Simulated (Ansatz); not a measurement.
**VW: strain energy, fitted**

VW, Cmmm, a = 3.065 Å, b = 4.402 Å, c = 4.251 Å. The structure is a Materials Project entry; whether it is the stable form wasn't checked. Ansatz: PBEsol, PAW, 420 eV, Γ-centred 14×10×10 mesh on 4 atoms, Gaussian smearing 0.10 eV; no spin polarisation. Series: strain along c alone, the other axes held, atoms fixed by symmetry; x is the strain in per cent. y is the free energy over the unstrained cell, V0 = 14.337 Å³/atom.

| x (%) | y (meV/atom) |
| --- | --- |
| -4.5 | 38.00 |
| -3.0 | 16.39 |
| -1.5 | ? |
| 0.0 | 0.00 |
| 1.5 | 3.62 |
| 3.0 | 13.85 |
| 4.5 | 29.82 |

Task: Fit y = c2 x² + c3 x³ to the other rows, turn c2 into a modulus, and predict the missing energy.

Result: Least squares on the rows shown. y = 1.6755 x² − 0.045057 x³. In eV per unit strain² c2 is 16.75; this is C33 with relaxed ions (E = ½ C33 V0 ε²): 2 × 16.75 × 160.2 / (14.337) = 374 GPa. At x = -1.5 the fit asked for gives 3.92 meV/atom. The run gave 3.98 meV/atom, so the fit is 0.06 meV/atom too low, within twice the rms miss on the fitted rows (0.05 meV/atom).

Spin–orbit coupling is left out, which can shift energies with elements as heavy as these.